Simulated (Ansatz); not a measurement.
A relaxed cell of Sm2F is given with its symmetry left out. The cell was found from a structure generator's guess, not taken from experiment.

These are results of DFT PBE, scalar-relativistic, plane waves, PAW, and for the lanthanide a 4f-in-core norm-conserving potential, in Ansatz, not measurements. Cutoff 690 eV, Γ-centred mesh, Gaussian smearing, no spin polarisation.

```xyz
3
Lattice="5.1964 0.0000 0.0000 -2.5982 4.5002 0.0000 0.0000 0.0000 3.2861" Properties=species:S:1:pos:R:3 pbc="T T T"
Sm    0.0000    3.0001    1.6430
Sm    2.5982    1.5001    1.6430
F     0.0000    0.0000    1.6430
```

Formation energies are uncorrected and refer to the elements' standard structures at the same level (F₂ as a molecule).

Q: Find its symmetry and describe it.

A: P6/mmm (No. 191). Conventional cell: a = 5.196 Å, c = 3.286 Å. Around Sm lie 3 F at 3.00 Å, 3 Sm at 3.00 Å and 2 Sm at 3.29 Å; F has 6 Sm at 3.00 Å and 2 F at 3.29 Å.

Q: How far does it lie from the elements in energy?

A: −0.29 eV/atom.

Q: Is it a metal?

A: Yes, bands cross the Fermi level on the 12×12×14 mesh.

The last run used a 12×12×14 mesh (in the run's order of axes) for its 3-atom cell and Gaussian smearing of 0.10 eV. An odd number of valence electrons (the lanthanide is held trivalent, its 4f shell in the core) allows no gap without spin; another valence of the lanthanide, a larger cell or a magnetic state could open one. The cell is a metal run without spin; a magnetic state may lie lower. A structure relaxed within its symmetry needn't be a true minimum. Another cell of Sm2F relaxed alike, in P-4m2, lies 1.29 eV/atom lower, so this cell isn't the stable form at this level.

The lanthanide is trivalent by construction, without f bands, f moments or other valences. The reference runs of the other elements, and any phases without the lanthanide, used 420 eV, which shifts energies against them by under 10 meV/atom. The lanthanide's reference is the lowest of its hcp, dhcp and fcc cells.
